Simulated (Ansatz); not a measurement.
ZnO:
```yaml
crystal:
  lattice:
    - [3.18716, 0.00000, 0.00000]
    - [-1.59358, 2.76016, 0.00000]
    - [0.00000, 0.00000, 5.15318]
  atoms:
    - { symbol: Zn, position: [0.66667, 0.33333, 0.50097] }
    - { symbol: Zn, position: [0.33333, 0.66667, 0.00097] }
    - { symbol: O, position: [0.66667, 0.33333, 0.87934] }
    - { symbol: O, position: [0.33333, 0.66667, 0.37934] }
```

Relaxed with LDA. Special points in fractions of this cell's reciprocal vectors: Γ (0.000, 0.000, 0.000); M (0.500, 0.000, 0.000); K (0.333, 0.333, 0.000); A (0.000, 0.000, 0.500); L (0.500, 0.000, 0.500); H (0.333, 0.333, 0.500).

### Question
List the band energies nearest the valence-band maximum at these points for plane-wave PAW LDA (Ansatz code).

### Answer
In eV from the valence-band maximum; about four levels below and three above (degenerate sets whole), none deeper than 8.9 eV; points with the same levels are listed once.

```json
[
 {"k": "Γ", "below": "-0.86 -0.86 -0.11 0.00 0.00", "above": "0.79 5.29 8.19"},
 {"k": "M", "below": "-3.02 -2.45 -1.40 -0.91", "above": "5.88 6.79 7.46"},
 {"k": "K", "below": "-3.65 -3.65 -2.07 -2.07 -1.87", "above": "7.47 7.86 7.86"},
 {"k": "A", "below": "-0.43 -0.43 -0.43 -0.43", "above": "3.48 3.48 10.05 10.05"},
 {"k": "L", "below": "-1.63 -1.63 -1.50 -1.50", "above": "5.65 5.65 8.55 8.55"},
 {"k": "H", "below": "-2.88 -2.88 -1.37 -1.37", "above": "7.92 7.92 8.08 8.08"}
]
```

Space group P6_3mc (wurtzite). The cell was relaxed with LDA under the symmetry of its start.

Potentials: the earlier of the program's two PAW sets. The files were generated under PBE; for other functionals the program regenerates the frozen cores, and for LDA and PBEsol the local potential too.
